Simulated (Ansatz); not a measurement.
SrZnAsF:
```yaml
crystal:
  lattice:
    - [4.09832, 0.00000, 0.00000]
    - [0.00000, 4.09832, 0.00000]
    - [0.00000, 0.00000, 9.12090]
  atoms:
    - { symbol: Sr, position: [0.00000, 0.50000, 0.84673] }
    - { symbol: Sr, position: [0.50000, 0.00000, 0.15327] }
    - { symbol: Zn, position: [0.50000, 0.50000, 0.50000] }
    - { symbol: Zn, position: [0.00000, 0.00000, 0.50000] }
    - { symbol: As, position: [0.00000, 0.50000, 0.33169] }
    - { symbol: As, position: [0.50000, 0.00000, 0.66831] }
    - { symbol: F, position: [0.50000, 0.50000, 0.00000] }
    - { symbol: F, position: [0.00000, 0.00000, 0.00000] }
```

r²SCAN in the plane-wave PAW code Ansatz gives a gap of 1.07 eV without spin–orbit coupling, maximum at Γ, minimum at Γ.

Task: What happens when spin–orbit coupling is switched on?

Result: The gap decreases by 0.09 eV, to 0.98 eV; maximum at Γ, minimum at Γ.

Task: Give the electron effective mass with spin–orbit coupling.

Result: 0.16, 0.16, 1.9 mₑ (principal values).

Task: Give the hole effective mass with spin–orbit coupling.

Result: 0.26, 0.26, 9.7 mₑ (principal values).

Space group P4/nmm. The workflow started from a Materials Project entry (that database holds measured and hypothetical structures alike); the Crystallography Open Database copy checked does not list it. Its standing as an ambient phase is unchecked. The cell was relaxed with r²SCAN under the symmetry of its start; its stability against distortions is not shown here.

Potentials: the later of the program's two PAW sets.
